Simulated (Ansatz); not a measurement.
FeB₄ (space group Pnnm)

```
FeB4
1.0
    4.46513     0.00000     0.00000
    0.00000     5.26065     0.00000
    0.00000     0.00000     2.98871
Fe B
2 8
Cartesian
  2.23256   0.00000   0.00000
  0.00000   2.63032   1.49436
  0.72196   4.59517   1.49436
  3.74317   0.66548   1.49436
  2.95452   3.29580   0.00000
  1.51061   1.96484   0.00000
  3.34694   4.27426   1.49436
  1.11818   0.98639   1.49436
  1.11438   3.61671   0.00000
  3.35074   1.64394   0.00000
```

The slice is a (010) plane (indices of the conventional cell) through the point (0.000, 0.500, 0.500) (fractional), spanned by u = [001] and v = [100] in vectors of this cell: u (2.99 Å) and v (4.47 Å, at 90° to u). It covers one period; positions are fractions (u, v).

These are PBEsol (plane waves to 420 eV, PAW, scalar-relativistic; Ansatz, an electronic-structure program) values and carry that method's errors. k mesh 9×8×14. Near the nuclei the fields are pseudised (PAW); where an atom keeps semicore shells as valence, they peak there. FeB4 is run without spin polarisation. FeB4 was relaxed with its symmetry unable to fall.

Three fields on this plane, each scaled to ten steps between its own extremes (0 low, 9 high; the total valence density on a logarithmic scale, the potential cut 8 eV below its top; x marks points blanked near nuclei; v = 0 in the bottom row):

Map A
```
|xxx00577500xx|
|xxx00466400xx|
|x000243342000|
|0002310013200|
|4454200002454|
|777510xx01577|
|997510xx01579|
|9986200002689|
|9987410014789|
|9987520025789|
|9987410014789|
|9986200002689|
|997510xx01579|
|777510xx01577|
|4454200002454|
|0002310013200|
|x000243342000|
|xxx00466400xx|
|xxx00577500xx|
|xxxx047740xxx|
```

Map B
```
|xxx32222223xx|
|xxx12344321xx|
|x311467764113|
|2213789987312|
|1236899998632|
|123689xx98632|
|113578xx87531|
|0024689986420|
|0013689986310|
|0013689986310|
|0013689986310|
|0024689986420|
|113578xx87531|
|123689xx98632|
|1236899998632|
|2213789987312|
|x311467764113|
|xxx12344321xx|
|xxx32222223xx|
|xxxx212212xxx|
```

Map C
```
|xxx96444469xx|
|xxx75544557xx|
|x976555555679|
|6655566665556|
|4445667766544|
|333456xx65433|
|223456xx65432|
|0123566665321|
|0013456654310|
|0013456654310|
|0013456654310|
|0123566665321|
|223456xx65432|
|333456xx65433|
|4445667766544|
|6655566665556|
|x976555555679|
|xxx75544557xx|
|xxx96444469xx|
|xxxx643346xxx|
```

Problem. Assign the maps to these fields: electron localisation function (ELF); valence electron density; electrostatic potential energy of an electron, from the cell's mean.

Solution. A is the electrostatic potential energy of an electron, from the cell's mean; B is the electron localisation function (ELF); C is the valence electron density.
